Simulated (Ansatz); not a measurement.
MoSe2 in space group R3m (No. 160; Mo on 3a, Se on 3a, Se on 3a), LDA in the plane-wave PAW code Ansatz, all energies at zero smearing, with the estimated change up to a 700 eV cutoff added, with one set of potentials and settings (totals compare only within such a set). Cell of 3 atoms (1 Mo, 2 Se): -15611.561 eV.

```tsv
element	reference phase	E (eV/atom)
Mo	Im-3m, 1 atoms in the cell	-4842.8590
Se	P3_121, 3 atoms in the cell	-5383.2604
```

Formation energy per atom, worked out: (-15611.561 − 1×(-4842.8590) − 2×(-5383.2604))/3 = -0.727 eV/atom (-70 kJ per mol of atoms), at 0 K, without zero-point energy or fitted corrections.

The first step of the workflow began from a Materials Project structure, measured or hypothetical; the Crystallography Open Database copy checked does not list it. It is not the phase usual at ambient conditions (space group No. 194). The cell was relaxed with LDA under the symmetry of its start; whether a distortion lowers the energy is not shown. No spin polarisation was allowed. A crystal of weakly bound layers computed without a dispersion correction: the cell and the soft elastic constants depend strongly on that. The references are the lowest solids computed at this level, not always the standard phases.

Potentials: the later of the program's two PAW sets.
